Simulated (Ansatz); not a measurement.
Put In4Sb in Cmmm (No. 65): In on 4h and 4e; Sb on 2b.

Level of theory: DFT PBE, scalar-relativistic, plane waves, PAW in Ansatz 0.2.0. Cutoff 420 eV, Γ-centred mesh, Gaussian smearing, no spin polarisation.

Formation energies are uncorrected and refer to the elements' standard structures at the same level.

Problem. Give the relaxed lattice parameters and positions.

Solution.

Space group Cmmm (No. 65). a = 8.880 Å, b = 10.456 Å, c = 3.282 Å, α = 90.00°, β = 90.00°, γ = 90.00°
```json
{"atom": "In", "site": "4h", "symmetry": "2mm", "x": "0.1693", "y": "0.0000", "z": "0.5000"}
{"atom": "In", "site": "4e", "symmetry": "..2/m", "x": "0.2500", "y": "0.2500", "z": "0.0000"}
{"atom": "Sb", "site": "2b", "symmetry": "mmm", "x": "0.5000", "y": "0.0000", "z": "0.0000"}
```

In on a site of symmetry 2mm is surrounded by 7 In at 3.01–3.28 Å and 2 Sb at 3.36 Å; around In on a site of symmetry 2/m lie 6 In at 3.17–3.28 Å and 2 Sb at 3.43 Å; around Sb lie 2 Sb at 3.28 Å and 8 In at 3.36–3.43 Å. Another local minimum with the same sites may exist.

Problem. And its energy and gap?

Solution. The energy over the elements is +0.09 eV/atom and the gap on the 6×6×12 mesh of the 5-atom cell is 0 eV (a metal). It can't be a ground state, since the elements alone are lower.

The last run used Gaussian smearing of 0.10 eV. Spin–orbit coupling, which can matter for Sb, is left out. A structure relaxed within its symmetry needn't be a true minimum.
